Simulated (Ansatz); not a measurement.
BaHfO$_{3}$ (cubic perovskite), relaxed with HSE06 (Ansatz, a program for electronic structure, plane waves, PAW): a = b = c = 4.175 Å, α = β = γ = 90.00°.

* **gap (eV)**: 5.18
* **B₀ by P(V) fit (GPa)**: 170

Question: The same phase is relaxed and computed with PBE in the same code. What are the cell and these values now?

Answer: a = b = c = 4.206 Å, α = β = γ = 90.00°.

gap (eV): 3.62
B₀ by P(V) fit (GPa): 155

All cells were relaxed under the symmetry of their starts (and spin orders); stability against distortions was not tested throughout. Rows with no word on spin ran without spin polarisation. Spin–orbit coupling is left out wherever it is not named.

Potentials: the later of the program's two PAW sets.

Ansatz is a plane-wave DFT program.
